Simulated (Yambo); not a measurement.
G0W0@LDA for CsO (space group Immm, No. 71) in Yambo. Reference settings: 4×4×4 Γ-centred k mesh, 110 bands and a 6 Ry block in the screening, 110 bands in G with the Bruneval-Gonze terminator, plasmon pole fitted at 27.2 eV. The LDA gap Γ → (-0.5, -0.5, -0.5) on this mesh is 1.79 eV; G0W0 gaps are taken between the same points.

Gap (Γ → (-0.5, -0.5, -0.5)) in eV against the number of bands and the screening block, terminator on:

| bands (W and G) | 2 Ry | 3 Ry | 4 Ry | 5 Ry | 6 Ry |
|---|---|---|---|---|---|
| 29 | 4.334 | 4.143 | 4.023 | 3.997 | 3.967 |
| 43 | 3.969 | 3.794 | 3.679 | 3.663 | 3.638 |
| 62 | 3.779 | 3.616 | 3.511 | 3.506 | 3.489 |
| 86 | 3.691 | 3.535 | 3.441 | 3.449 | 3.440 |
| 110 | 3.656 | 3.501 | 3.411 | 3.425 | 3.419 |

Rough cost of the Yambo step against the reference (shared machines):

| bands (W and G) | 2 Ry | 3 Ry | 4 Ry | 5 Ry | 6 Ry |
|---|---|---|---|---|---|
| 29 | 1/5 | 1/4 | 1/7 | 1/4 | 1/6 |
| 43 | 1/2 | 1/3 | 1/2 | 1/2 | 1/3 |
| 62 | 1/3 | 1/2 | 1/2 | 1/3 | 1/2 |
| 86 | ~1 | ~1 | ~1 | ~1 | ~1 |
| 110 | ~1 | ~1 | ~1 | ~1 | 1 |

At the largest block the last step in bands moves the gap by -0.021 eV; at the most bands the last step in the block moves it by -0.006 eV.

The mesh misses a band edge: along a dense path the LDA gap is 1.68 eV against 1.79 eV on the mesh.

Geometry relaxed with LDA; primitive cell a = b = c = 5.225 Å, α = 132.81°, β = 107.16°, γ = 91.46°.

The structure is a Materials Project entry; no match was found in the copy of COD used, and its stability was not checked.
